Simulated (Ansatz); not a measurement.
Computed with DFT PBE, scalar-relativistic, plane waves, PAW (Ansatz 0.2.0). Cutoff 420 eV, Γ-centred meshes of about 0.25 Å⁻¹ or finer for metals and 0.3 Å⁻¹ for insulators (2π included), Gaussian smearing. No spin polarisation.

These are static total energies at zero pressure.

Compare these two cells of Cd₃SeS₂, each relaxed at this level.

A.

Space group P3m1 (No. 156). a = 4.252 Å, b = 4.252 Å, c = 10.430 Å, α = 90.00°, β = 90.00°, γ = 120.00°
```csv
atom,site,symmetry,x,y,z
Cd,1c,3m.,0.6667,0.3333,0.6666
Cd,1a,3m.,0.0000,0.0000,0.9909
Cd,1b,3m.,0.3333,0.6667,0.3430
Se,1a,3m.,0.0000,0.0000,0.2478
S,1c,3m.,0.6667,0.3333,0.9130
S,1b,3m.,0.3333,0.6667,0.5887
```

B.

Space group Cmc2_1 (No. 36). a = 12.775 Å, b = 7.373 Å, c = 6.934 Å, α = 90.00°, β = 90.00°, γ = 90.00°
```csv
atom,site,symmetry,x,y,z
Cd,8b,1,0.8282,0.3383,0.1296
Cd,4a,m..,0.0000,0.1771,0.6139
Se,4a,m..,0.0000,0.1699,0.0003
S,8b,1,0.8316,0.3351,0.5008
```

**Question.** Which would you expect to be lower, and how large is the difference?

**Answer.** B is lower, by 6 meV/atom. A has Se and S ordered on zinc blende sites, space group P3m1 (No. 156), 27.2 Å³/atom and a gap of 0.66 eV on its mesh; B has Se and S ordered on wurtzite sites, space group Cmc2_1 (No. 36), 27.2 Å³/atom and a gap of 0.91 eV. In A, Cd on its first site is surrounded by 4 S at 2.57–2.59 Å; Se is surrounded by 4 Cd at 2.65–2.68 Å; S on its first site has 4 Cd at 2.57–2.59 Å; 3 more sites not described. In B, around Cd on a site of symmetry 1 lie 3 S at 2.57 Å and 1 Se at 2.68 Å; Se has 4 Cd at 2.68 Å; around S lie 4 Cd at 2.57 Å; 1 more site not described. Both come from trial cells of a structure search.

Kohn–Sham gaps at this level usually fall short of measured ones. With atoms moved at random, B came back. A had no clear such test and can be a saddle point.
